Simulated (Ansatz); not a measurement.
MgH$_{2}$:
```cif
data_H4Mg2
_chemical_formula_sum 'Mg2 H4'
_space_group_name_H-M_alt 'P42/mnm'
_space_group_IT_number 136
_space_group_name_Hall '-P 4n 2n'
_cell_length_a 4.48492
_cell_length_b 4.48492
_cell_length_c 2.99660
_cell_angle_alpha 90.000
_cell_angle_beta 90.000
_cell_angle_gamma 90.000
loop_
_atom_site_label
_atom_site_type_symbol
_atom_site_symmetry_multiplicity
_atom_site_Wyckoff_symbol
_atom_site_fract_x
_atom_site_fract_y
_atom_site_fract_z
_atom_site_occupancy
Mg1 Mg 2 a 0.00000 0.00000 0.00000 1
H1 H 4 f 0.30461 0.30461 0.00000 1
```

Relaxed at zero pressure with plane-wave PAW r²SCAN (Ansatz code).

Question: The volume is lowered by 6 % and shape and atoms relax at that volume. What pressure results, and how do the axes share the change?

Answer: 3.5 GPa; a -2.4 %, b -2.4 %, c -1.3 %; the energy rises by 6 meV/atom.

Question: Give the new structure.

Answer: 
Space group P4₂/mnm (No. 136); a = 4.376 Å, b = 4.376 Å, c = 2.959 Å, α = 90.00°, β = 90.00°, γ = 90.00°

```
atom  site  symmetry       x       y       z
----  ----  --------  ------  ------  ------
Mg      2a      m.mm  0.0000  0.0000  0.0000
H       4f      m.2m  0.3045  0.3045  0.0000
```

The phase is kept; no other phase was compared at this pressure.

Space group P4_2/mnm (rutile). The r²SCAN relaxation kept the symmetry of its start.

Potentials: the later of the program's two PAW sets.
